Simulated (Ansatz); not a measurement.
Input:

BP:
```xyz
2
Lattice="0.0000 2.2454 2.2454 2.2454 0.0000 2.2454 2.2454 2.2454 0.0000" Properties=species:S:1:pos:R:3 pbc="T T T"
B      0.0000     0.0000     0.0000
P      3.3680     3.3680     3.3680
```

This is the LDA-relaxed structure.

Q: All from LDA (plane waves, PAW; program Ansatz), unless another level is named. Give the Born charges (a third of the trace).

A: B -0.64, P +0.64 e.

Q: And the static dielectric constant ε0 (ions relaxed, cell fixed)?

A: 9.35.

Q: Predict the electronic dielectric constant ε∞ (DFPT).

A: 9.18.

Q: Predict the largest static χ(2) component.

A: 25 pm/V.

Space group F-43m (zinc blende). Symmetry was held in the LDA relaxation; phonons on a q-mesh show no instability.

Potentials: the earlier of the program's two PAW sets.
